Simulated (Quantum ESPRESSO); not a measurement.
```yaml
crystal:
  lattice:
    - [3.97847, 0.00000, 0.00000]
    - [0.00000, 3.97847, 0.00000]
    - [0.00000, 0.00000, 3.97847]
  atoms:
    - { symbol: K, position: [0.50000, 0.50000, 0.50000] }
    - { symbol: Mg, position: [0.00000, 0.00000, 0.00000] }
    - { symbol: F, position: [0.00000, 0.50000, 0.00000] }
    - { symbol: F, position: [0.50000, 0.00000, 0.00000] }
    - { symbol: F, position: [0.00000, 0.00000, 0.50000] }
```
Geometry: a computed entry of the Materials Project; it was not checked against measured cells. It is KMgF3 in Pm-3m; whether this form has been observed was not checked. Stability against distortions was not tested.

A lattice sum over point charges, one formal value an element (K +1, Mg +2, F -1), with no Sternheimer factor, costs far less than a self-consistent run. Taken along the main axis of each site's self-consistent tensor, it gives:

```tsv
site	V along that axis, point charges (a.u.)
F (atoms 3, 4, 5)	0.101
```

Question: How do the values of PBE PAW (JTH datasets; density from pw.x of a modified build of Quantum ESPRESSO, gradients reconstructed from it by a script) compare?

Answer: 
```tsv
site	Vzz, PAW (a.u.)	PAW over point charges
F	0.462	4.6
```
  Cores are frozen. Against all-electron runs on small test molecules, this scheme's |Vzz| missed by −6 to +4 % (−29 % in KF) on F.
